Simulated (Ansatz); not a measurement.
Magnetic orders of Be3V

The calculation used Ansatz 0.2.0, DFT PBE, scalar-relativistic, plane waves, PAW.

```yaml
crystal:
  lattice:
    - [0.00000, 2.66838, 2.66838]
    - [2.66838, 0.00000, 2.66838]
    - [2.66838, 2.66838, 0.00000]
  atoms:
    - { symbol: Be, position: [0.25000, 0.25000, 0.25000] }
    - { symbol: Be, position: [0.75000, 0.75000, 0.75000] }
    - { symbol: Be, position: [0.50000, 0.50000, 0.50000] }
    - { symbol: V, position: [0.00000, 0.00000, 0.00000] }
```

```
plane-wave cutoff                               : 420 eV
Γ-centred k-mesh                                : 14×14×14
occupation rule                                 : Gaussian smearing, 0.1 eV
list of starting moments (μB, in atom order)    : 0 0 0 2
check for lower electronic states after the SCF : off
```

All runs keep this geometry, which stands near equilibrium for the lowest state (largest force there 0.000 eV/Å, pressure 0.0 GPa) and needn't be a stable compound; relaxing each order can shift differences of a few meV. A propagation vector, in units of the reciprocal vectors, doubles the cell, which takes an equally dense mesh. The large starts are 0 0 0 3.5 μB. The small starts are 0 0 0 0.5 μB. Site moments are spin moments in atom-centred spheres that scale with the neighbour distance. The states are those that the runs reached from these starts; a lower one can exist.

| start | ends | energy above lowest (meV/atom) | site moments (μB) | gap on mesh (eV) | P (GPa) |
| --- | --- | --- | --- | --- | --- |
| no spin | non-magnetic | 0.89 | none over 0.05 | metal | -1.1 |
| ferromagnetic | ferromagnetic | 0.00 | V +0.75 | metal | 0.0 |
| large parallel starting moments | ferromagnetic | 0.00 | V +0.75 | metal | 0.0 |
| antiferromagnetic, doubled cell, propagation vector (0, 0, 1/2) | non-magnetic | 0.89 | none over 0.05 | metal | -1.1 |
| antiferromagnetic, doubled cell, propagation vector (0, 1/2, 1/2) | antiferromagnetic | 0.45 | V +0.51, V -0.51 | metal | -0.5 |
| small parallel starting moments | non-magnetic | 0.89 | none over 0.05 | metal | -1.1 |

Cost: 6 runs of about 2.6 core-minutes in all, on Arm Neoverse V1 (shared hosts).